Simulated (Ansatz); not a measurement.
## How the vibrations of Y2C change with volume

These are results of DFT LDA, scalar-relativistic, plane waves, PAW in Ansatz, not measurements. Plane waves to 420 eV; Γ-centred k mesh 12×12×12; Fermi-Dirac smearing of 0.15 eV. No spin polarisation. Phonons by linear response, acoustic sum rule imposed.

Equilibrium structure at this level:
```
Y C
1.0
     1.76574    1.01945    6.01979
    -1.76574    1.01945    6.01979
     0.00000   -2.03891    6.01979
Y C
2 1
Cartesian
  0.0000 0.0000 4.6958
  0.0000 0.0000 13.3636
  0.0000 0.0000 0.0000
```

In a metal, frequencies depend on the k mesh and the smearing, soft modes most.

Cells at 0.98 and 1.02 times the equilibrium volume were relaxed in shape and atoms; γ = −d ln ν / d ln V, modes matched by rank.

Task: Give the optical frequencies at Γ (cm⁻¹) at the three volumes and the mode Grüneisen parameters.

Result:
```csv
0.98 V,V,1.02 V,γ,degeneracy
142,140,138,0.64,2
233,229,225,0.92,1
371,366,361,0.70,2
418,412,405,0.81,1
```

Task: What pressures hold the two strained cells, and what bulk modulus follows?

Result: 1.31 GPa at 0.98 V and -1.18 GPa at 1.02 V, so B = −dP/d ln V ≈ 62 GPa.